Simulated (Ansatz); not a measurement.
An Ansatz (a first-principles code) input:

Ansatz 0.2 input:
```yaml
crystal:
  lattice:
    - [3.2534305658, 0.0, 0.0]
    - [-1.6267152829, 2.8175535195, 0.0]
    - [0.0, 0.0, 10.3691297951]
  atoms:
    - { symbol: Ga, position: [0.3333333333, 0.6666666667, 0.012705486] }
    - { symbol: N, position: [0.3333333333, 0.6666666667, 0.188745838] }
    - { symbol: Zn, position: [0.6666666667, 0.3333333333, 0.2458546679] }
    - { symbol: O, position: [0.6666666667, 0.3333333333, 0.4445206965] }
    - { symbol: Zn, position: [0.3333333333, 0.6666666667, 0.4917704161] }
    - { symbol: O, position: [0.3333333333, 0.6666666667, 0.6911446541] }
    - { symbol: Zn, position: [0.6666666667, 0.3333333333, 0.7365740162] }
    - { symbol: O, position: [0.6666666667, 0.3333333333, 0.9383882251] }
kpoints:
  mp_grid: { grid: [11, 11, 3] }
  band_path:
    path:
      - [[0.0, 0.0, 0.0], [0.5, 0.0, 0.0], [0.3333333333, 0.3333333333, 0.0], [0.0, 0.0, 0.0], [0.0, 0.0, 0.5], [0.5, 0.0, 0.5], [0.3333333333, 0.3333333333, 0.5], [0.0, 0.0, 0.5]]  # Γ-M-K-Γ-A-L-H-A
      - [[0.5, 0.0, 0.5], [0.5, 0.0, 0.0]]  # L-M
      - [[0.3333333333, 0.3333333333, 0.5], [0.3333333333, 0.3333333333, 0.0]]  # H-K
    npoints: 8
basis: { xc_grid: 2 }
hamiltonian:
  xc: pbesol
  pseudopotentials: { azcp: { folder: ./paw }, kind: paw_fr }
magnetization: { noncollinear: true, spin_orbit: true }
scf:
  n_extra_bands: 16
  convergence: { dr2_threshold: 0.0000000001 }
  occupations: { method: gaussian, width: 0.05 }
output: { eigenvalues: true }
```

**Question.** How many symmetry operations and irreducible k-points will the run report?

**Answer.** 6 operations, 42 of 363 k-points.

**Question.** With a cutoff of 420 eV, how many plane waves at Γ?

**Answer.** 1895.

It took around 6 core-minutes (rough) on shared server cores.

Space group P3m1. The start of the workflow was typed in or built on a structure type; neither database checked (COD, Materials Project) lists it. Whether it is the stable phase at ambient conditions was not checked. The cell was relaxed with PBEsol under the symmetry of its start; its stability against distortions is not shown here.

Potentials: the earlier of the program's two PAW sets. The files were generated under PBE; for other functionals the program regenerates the frozen cores, and for LDA and PBEsol the local potential too.

Ansatz is a plane-wave DFT program.
